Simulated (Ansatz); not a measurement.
A surface is cut from this relaxed crystal of Pb:

```xyz
1
Lattice="0.0000 2.5210 2.5210 2.5210 0.0000 2.5210 2.5210 2.5210 0.0000" Properties=species:S:1:pos:R:3 pbc="T T T"
Pb    0.0000    0.0000    0.0000
```

Miller indices refer to the conventional cell of Fm-3m (No. 225), a = 5.042 Å, b = 5.042 Å, c = 5.042 Å, α = 90.00°, β = 90.00°, γ = 90.00°.

Consider the (111) slab of 4 planes, 8.7 Å thick with 15 Å of vacuum as cut; outer planes Pb (top) and Pb (bottom), all atoms relaxed.

These are results of DFT PBE, scalar-relativistic, plane waves, PAW in Ansatz 0.2.0, not measurements. Cutoff 420 eV; k points 12×12×1 on the computed 4-atom cell (Γ-centred); Gaussian smearing, width 0.10 eV; no spin polarisation. The cell repeats along c with a dipole correction in the vacuum.

The work function is left out: read from the slab's Fermi level and from the bulk's it differs by over 0.3 eV, so the slab is too thin for it. The slab's inner planes relax by over 3 % too, so it holds no bulk-like region.

Q: Estimate the surface energy (mean of both faces).

A: 0.21 J/m².

Q: The top two planes lie 2.911 Å apart in the bulk. How does relaxation change this?

A: The spacing becomes 2.765 Å (-5.0 %).

With no bulk-like middle, the error of these values can't be bounded. The bulk's energy on two k meshes differs by as much as moves the surface energy by 0.05 J/m².

Spin-orbit coupling is left out, which matters for the bands of heavy elements.

γ = (E_slab − N·E_bulk)/2A = 0.294 eV / (2 × 11.01 Å²) = 13.3 meV/Å² = 0.21 J/m², with N = 4 atoms. The cut crosses 3 bonds a cell (neighbours within 10 % of the shortest distances), so each costs 0.10 eV on this count. The top spacing shrinks by 5.0 %, as is usual at a metal's surface, where atoms that lost neighbours bind closer to those left; the next one widens by 4.0 %, so the relaxation alternates in sign.
